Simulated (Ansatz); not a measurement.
Data:

LaB₆:
```cif
data_B6La
_chemical_formula_sum 'La1 B6'
_space_group_name_H-M_alt 'P 1'
_space_group_IT_number 1
_cell_length_a 4.15500
_cell_length_b 4.15500
_cell_length_c 4.15500
_cell_angle_alpha 90.000
_cell_angle_beta 90.000
_cell_angle_gamma 90.000
loop_
_space_group_symop_operation_xyz
  'x, y, z'
loop_
_atom_site_label
_atom_site_type_symbol
_atom_site_fract_x
_atom_site_fract_y
_atom_site_fract_z
_atom_site_occupancy
La1 La 0.00000 0.00000 0.00000 1
B1 B 0.19982 0.50000 0.50000 1
B2 B 0.50000 0.19982 0.50000 1
B3 B 0.80018 0.50000 0.50000 1
B4 B 0.50000 0.80018 0.50000 1
B5 B 0.50000 0.50000 0.19982 1
B6 B 0.50000 0.50000 0.80018 1
```

This is the PBE-relaxed structure.

**Question.** All from the program Ansatz at the PBE level (PAW), unless another level is named. Predict the electronic character.

**Answer.** metallic (no gap).

**Question.** What about the density of states at the Fermi level?

**Answer.** 0.12 states/eV per atom (mean over ±0.08 eV).

**Question.** And the formation energy from the elements (no fitted shifts)?

**Answer.** -0.56 eV/atom.

Space group Pm-3m. Symmetry was held in the PBE relaxation. The references are the lowest solids computed at this level, not always the standard phases. Spin–orbit coupling is left out wherever it is not named.

Potentials: the later of the program's two PAW sets.
